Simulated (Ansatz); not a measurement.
TiNCl:
```xyz
6
Lattice="3.2557 0.0000 0.0000 0.0000 3.9192 0.0000 0.0000 0.0000 7.8980" Properties=species:S:1:pos:R:3 pbc="T T T"
Ti     1.6278     0.0000     0.7731
Ti     0.0000     1.9596     7.1249
N      0.0000     0.0000     7.5289
N      1.6278     1.9596     0.3691
Cl     1.6278     1.9596     5.2950
Cl     0.0000     0.0000     2.6029
```

Relaxed with r²SCAN+D4. Special points in fractions of this cell's reciprocal vectors: Γ (0.000, 0.000, 0.000); X (0.500, 0.000, 0.000); S (0.500, 0.500, 0.000); Y (0.000, 0.500, 0.000); Z (0.000, 0.000, 0.500); U (0.500, 0.000, 0.500); R (0.500, 0.500, 0.500); T (0.000, 0.500, 0.500).

**Question.** List the band energies nearest the valence-band maximum at these points for r²SCAN+D4 (plane waves, PAW; program Ansatz).

**Answer.** In eV from the valence-band maximum; about four levels below and three above (degenerate sets whole), none deeper than 8.9 eV; points with the same levels are listed once.

| k | below | above |
|---|---|---|
| Γ | -1.98 -1.85 -0.92 0.00 | 0.89 2.03 2.50 |
| X | -1.79 -1.79 -1.32 -1.32 | 2.25 2.25 2.48 2.48 |
| S | -2.38 -2.38 -2.30 -2.30 | 2.23 2.23 2.43 2.43 |
| Y | -2.26 -2.26 -1.76 -1.76 | 1.77 1.77 2.57 2.57 |
| Z | -2.26 -1.82 -1.04 0.00 | 0.89 2.02 2.42 |
| U | -1.79 -1.79 -1.34 -1.34 | 2.21 2.21 2.47 2.47 |
| R | -2.43 -2.43 -2.16 -2.16 | 2.26 2.26 2.39 2.39 |
| T | -1.76 -1.76 -1.64 -1.64 | 1.76 1.76 2.56 2.56 |

Space group Pmmn. The first step of the workflow began from a Materials Project structure, measured or hypothetical; the Crystallography Open Database files this formula in space group No. 59, but the cells were not matched. Its standing as an ambient phase is unchecked. The cell was relaxed with r²SCAN+D4 under the symmetry of its start; whether a distortion lowers the energy is not shown. No spin polarisation was allowed.

Potentials: the later of the program's two PAW sets.
